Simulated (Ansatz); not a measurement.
W2N in space group P4/mmm (No. 123; W on 1a, W on 1d, N on 1c) under volume change, plane-wave PAW PBEsol (Ansatz code), shape and atoms relaxed at each volume.

```csv
V (Å³/atom),E − E(relaxed) (meV/atom),P (GPa)
11.011,132.9,42.57
11.374,55.7,26.01
11.737,13.2,11.94
12.100,0.0,0.00
12.463,11.8,-10.14
12.826,44.8,-18.75
13.189,95.8,-26.05
```

Problem. What does a third-order Birch–Murnaghan fit give for V₀, B₀ and B′?

Solution. V₀ = 12.10 Å³/atom, B₀ = 366 GPa, B′ = 4.4.

The cell is a constructed one: a structure type filled with these elements; neither database checked (COD, Materials Project) lists it. Its standing as an ambient phase is unchecked. The cell was relaxed with PBEsol under the symmetry of its start; of distortions, only those at the zone centre were tested. The run is not spin-polarised. Scalar-relativistic: spin–orbit coupling is off unless named, which matters more the heavier the elements.

Potentials: the later of the program's two PAW sets.
